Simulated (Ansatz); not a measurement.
# YC2, first-principles data

YC$_{2}$:
```xyz
3
Lattice="-1.8112 1.8112 3.0764 1.8112 -1.8112 3.0764 1.8112 1.8112 -3.0764" Properties=species:S:1:pos:R:3 pbc="T T T"
Y      0.0000     0.0000     0.0000
C      0.0000     0.0000     3.7262
C      0.0000     0.0000     2.4266
```

Space group I4/mmm (No. 139), MoSi2 or CaC2 type; conventional cell a = b = 3.6225 Å, c = 6.1528 Å, α = β = γ = 90.00°.

Method: PBEsol in the plane-wave PAW code Ansatz. Geometry: relaxed at this level of theory. Other levels are named where they apply.

**Cell and energy**

```
Quantity                                                      Result
-----------------------------------------------------  -------------
Volume per atom                                             13.46 Å³
Density                                                   4.65 g/cm³
Formation energy from the elements (no fitted shifts)  -0.22 eV/atom
```

**Electronic structure**

```
Property                                                                    Result
------------------------------------  --------------------------------------------
Electronic character                                             metallic (no gap)
Density of states at the Fermi level  0.25 states/eV per atom (mean over ±0.08 eV)
Gap with spin–orbit coupling                                       none (metallic)
```

**Mechanics**

```
Item                                                                                                 Value
-------------------------------------  -------------------------------------------------------------------
Bulk modulus (Birch–Murnaghan fit)                                                                 118 GPa
Pressure derivative B′                                                                                 4.5
Elastic constants (relaxed ions, GPa)  C11 = 194, C12 = 90.2, C13 = 23.4, C33 = 495, C44 = 6.0, C66 = 92.8
Mechanical stability                                                stable (all eigenvalues of C positive)
```

**Phonons**

```
Quantity                                        Value
-----------------------------  ----------------------
Highest zone-centre frequency               1647 cm⁻¹
Zone-centre stability          no imaginary mode at Γ
```

The workflow started from a Materials Project entry (that database holds measured and hypothetical structures alike); the Crystallography Open Database files this formula in space group No. 139, but the cells were not matched. Whether it is the stable phase at ambient conditions was not checked. Symmetry was held in the PBEsol relaxation. The run is not spin-polarised. As this level gives no gap, shear constants depend on the k-mesh and smearing (Fermi–Dirac, 0.1 eV here). As this level gives no gap, phonon frequencies hold no LO–TO term and depend on the k-mesh and smearing (Fermi–Dirac, 0.1 eV here). The references are the lowest solids computed at this level, not always the standard phases. Scalar-relativistic: spin–orbit coupling is off unless named, which matters more the heavier the elements.

Potentials: the later of the program's two PAW sets.
